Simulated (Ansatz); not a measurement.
Relaxed-ion elastic tensor of C in space group C2/c (No. 15; C on 8f, C on 8f) in GPa (Voigt order), DFT-r²SCAN in the program Ansatz with PAW potentials; density 2.30 g/cm³, 8.67 Å³ per atom.

```
      1     2      3     4      5     6
-  ----  ----  -----  ----  -----  ----
1   383   4.2   75.2   0.0   -118   0.0
2   4.2  20.4    3.0   0.0   -0.4   0.0
3  75.2   3.0    635   0.0  -70.8   0.0
4   0.0   0.0    0.0   4.1    0.0  -2.2
5  -118  -0.4  -70.8   0.0    282   0.0
6   0.0   0.0    0.0  -2.2    0.0  -0.9
```

**Question.** Is the crystal mechanically stable?

**Answer.** On the edge, within the error: the smallest eigenvalue of C is -1.7 GPa.

The start of the workflow was typed in or built on a structure type; neither database checked (COD, Materials Project) lists it. It is not the phase usual at ambient conditions (space group No. 194, 227). Symmetry was held in the r²SCAN relaxation; its stability against distortions is not shown here. The volume moved by 103 % from the start of the relaxation.

Potentials: the earlier of the program's two PAW sets.
